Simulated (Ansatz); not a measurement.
Relaxed PtS2 (CdI2 type):

```yaml
crystal:
  lattice:
    - [3.58366, 0.00000, 0.00000]
    - [-1.79183, 3.10354, 0.00000]
    - [0.00000, 0.00000, 4.65604]
  atoms:
    - { symbol: Pt, position: [0.00000, 0.00000, 0.00000] }
    - { symbol: S, position: [0.66667, 0.33333, 0.25904] }
    - { symbol: S, position: [0.33333, 0.66667, 0.74096] }
```

In this cell atom 2 (S, nearest neighbour Pt at 2.395 Å; its periodic images, 3.6 Å or more away, move with it) is moved by u·(1.000, 0.000, 0.000) + v·(0.000, 1.000, 0.000); the rest is frozen.

These are PBE-D3(BJ) (plane waves to 420 eV, PAW, scalar-relativistic; Ansatz, an electronic-structure program) values and carry that method's errors. k mesh 12×12×8 (Γ-centred), Fermi-Dirac smearing 0.05 eV. Points where atoms come too close for the PAW data are left out (x in tables, blank in figures). With partly filled bands, energies and forces of such displacements shift with the k mesh and the smearing. Fu and Fv are the components of the force on the atom. At this level the bands of PtS2 touch or barely overlap; measurements give the solid a gap. PtS2 is run without spin polarisation. PtS2 was relaxed with its symmetry unable to fall. Spin-orbit coupling is left out, though Pt is heavy. The PAW data are Ansatz's earlier set. The last digit holds for this mesh only.

Changes of Fv (eV/Å) from the point u = 0.000 Å, v = 0.000 Å when one coordinate moves alone (two changes are said to add if the coupling is within 5 % of the smaller one, nearly so within 20 %):

```csv
point,change
"u = 0.000 Å, v = -0.790 Å",2.242
"u = 0.000 Å, v = -0.527 Å",2.424
"u = 0.000 Å, v = -0.263 Å",1.799
"u = -0.790 Å, v = 0.000 Å",6.492
"u = -0.527 Å, v = 0.000 Å",2.699
"u = -0.263 Å, v = 0.000 Å",0.624
"u = 0.263 Å, v = 0.000 Å",0.624
"u = 0.527 Å, v = 0.000 Å",2.699
"u = 0.790 Å, v = 0.000 Å",6.492
"u = 0.000 Å, v = 0.263 Å",-3.082
"u = 0.000 Å, v = 0.527 Å",-8.118
```

Task: Do the two effects add at u = -0.527 Å, v = -0.263 Å? Give the computed change.

Result: The sum of the single changes is 2.699 + (1.799) = 4.498; the calculation gives 4.959, so the coupling contributes 0.461 (over 20 % of the smaller single change, not additive).

Task: What is the change at u = -0.263 Å, v = -0.527 Å, where both move, and how far is it from the sum?

Result: The sum of the single changes is 0.624 + (2.424) = 3.048; the calculation gives 3.000, so the coupling contributes -0.048 (under 20 % of the smaller single change, nearly additive).

(A displaced cell: forces are minus the slopes of the energy, force constants its curvatures, and phonons follow from these.)
